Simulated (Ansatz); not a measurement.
Computed with DFT PBE, scalar-relativistic, plane waves, PAW in Ansatz 0.2.0. Settings of the last relaxation (6-atom cell): 420 eV, 12×12×12 k points, Gaussian smearing of 0.10 eV, collinear spin.

Energies over the elements count from the elements' standard structures at the same level (N₂ as a molecule), with no fitted energy shifts.

Problem. Suggest a trial structure for a trigonal metal made of Al, Gd and N, with a formation energy near −0.30 eV/atom, about 18 Å³ per atom and a net moment near 1.1 μB per atom, in a cell of 6 atoms. Its symmetry should be R-3m (No. 166).

Solution. GdAl₂N₃, space group R-3m (No. 166). Gd is surrounded by 6 N at 2.51 Å and 2 Al at 2.63 Å; around Al lie 3 N at 1.83 Å and 1 Gd at 2.63 Å; around N lie 2 Al at 1.83 Å and 2 Gd at 2.51 Å.

```yaml
crystal:
  lattice:
    - [2.88621, 1.66635, 3.76640]
    - [-2.88621, 1.66635, 3.76640]
    - [0.00000, -3.33271, 3.76640]
  atoms:
    - { symbol: Gd, position: [0.00000, 0.00000, 0.00000] }
    - { symbol: Al, position: [0.76687, 0.76687, 0.76687] }
    - { symbol: Al, position: [0.23313, 0.23313, 0.23313] }
    - { symbol: N, position: [0.00000, 0.00000, 0.50000] }
    - { symbol: N, position: [0.50000, 0.00000, 0.00000] }
    - { symbol: N, position: [0.00000, 0.50000, 0.00000] }
```

| Quantity | Value |
| --- | --- |
| Volume per atom | 18.11 Å³ |
| Density | 3.87 g/cm³ |
| Energy over the elements | −0.30 eV/atom |
| Gap on the 12×12×12 mesh of the 6-atom cell | 0 eV (a metal) |
| Net moment per atom | 1.12 μB |
| Moment by site | Gd 6.8 μB |

It was reached by relaxing an invented guess, and it needn't be the stable form of this composition. The answer needn't be unique; the calculation gave this one.

The 4f shell of Gd is treated without a Hubbard U, which places its levels poorly. The magnetic state reached may not be the lowest. A structure relaxed within its symmetry needn't be a true minimum. Site moments count only spheres around the atoms; the net moment includes the space between them.
